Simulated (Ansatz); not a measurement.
A geometry of SnO away from equilibrium: the start of the relaxation of a relaxed SnO cell, doubled along one cell vector, shaken by Gaussian noise of σ = 0.08 Å a coordinate. Method: PBE (plane waves to 420 eV, PAW, scalar-relativistic; Ansatz, a program for electronic structure). Γ-centred k-mesh 3×6×5 on the run's cell (coarser than for final values), Fermi–Dirac smearing 0.05 eV.

```xyz
8
Lattice="7.7342 0.0000 0.0000 0.0000 3.8671 0.0000 0.0000 0.0000 5.0735" Properties=species:S:1:pos:R:3 pbc="T T T"
Sn     0.0841     1.8419     1.2778
Sn     3.6976     1.9138     1.4232
Sn     2.0080     0.0323     3.8086
Sn     5.8195    -0.0032     3.7115
O      0.0194     0.1779     2.5236
O      3.8629     0.0271     2.4664
O      1.9640     2.0764     2.5784
O      5.7793     1.7966     2.5964
```

**Question.** Give the Cartesian forces on all atoms (eV/Å).

**Answer.** 
| atom | Fx | Fy | Fz |
|---|---|---|---|
| Sn1 | -0.65 | 0.62 | 0.95 |
| Sn2 | 1.51 | 0.25 | -0.57 |
| Sn3 | -0.39 | 0.13 | -0.83 |
| Sn4 | 0.13 | -0.34 | -0.52 |
| O5 | 0.48 | -1.37 | 0.38 |
| O6 | -0.33 | -0.25 | 0.78 |
| O7 | -0.62 | -0.63 | 0.49 |
| O8 | -0.13 | 1.58 | -0.68 |

**Question.** What is the pressure?

**Answer.** -0.4 GPa, compression positive.

**Question.** How much energy per atom can still be gained by relaxing?

**Answer.** 0.08 eV/atom; the path ends in P4/nmm (No. 129) (AFLOW prototype AB_tP4_129_a_c (B10, as in PbO)).

No spin polarisation in the result.

The first start was generated by placing the elements on the sites of a structure type. A measured structure of SnO has the same space group, P4/nmm (No. 129); the sites were not compared with it.
